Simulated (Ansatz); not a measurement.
## NiO (Fm-3m): electronic heat capacity from the density of states

The calculation used Ansatz, DFT PBEsol, scalar-relativistic, plane waves, PAW.

Plane waves to 420 eV, a k mesh through Γ of 18×18×18 on the computed 2-atom cell and Gaussian smearing (0.10 eV); collinear spin from starting moments 1.14 0.2 μB.

Relaxed cell: Fm-3m, a = 4.116 Å, b = 4.116 Å, c = 4.116 Å, α = 90.00°, β = 90.00°, γ = 90.00°, 2 atoms in the primitive cell.

The density of states at the Fermi level is 1.707 states/eV in the cell of 2 atoms (1 formula unit; both spins, tetrahedra on a 27×27×27 mesh). The run ends with a moment of 1.26 μB a cell (largest on a site 1.04 μB), and the figure is for this state; a paramagnetic sample can have a quite different one. Another magnetic order, if the compound takes it, can change N(E_F) and the shape of the cell a good deal, and may open a gap, where γ is close to zero.

**Question.** What Sommerfeld coefficient does this give?

**Answer.** Per formula unit N(E_F) = 1.707 states/eV. γ = (π²/3) k_B² N(E_F) N_A = 2.357 mJ/(mol K²) per state/eV, so γ = 4.0 mJ/(mol K²), a mole of formula units. This is the bare band result: a measured γ of the same phase and magnetic order is as a rule larger by a factor 1 + λ from phonons and spin fluctuations. N(E_F) at one energy is sensitive to the mesh where the density of states has sharp peaks.

The cell holds one magnetic atom, so it can only be ferromagnetic; an antiferromagnetic order may lie lower.

Only this magnetic start was tried.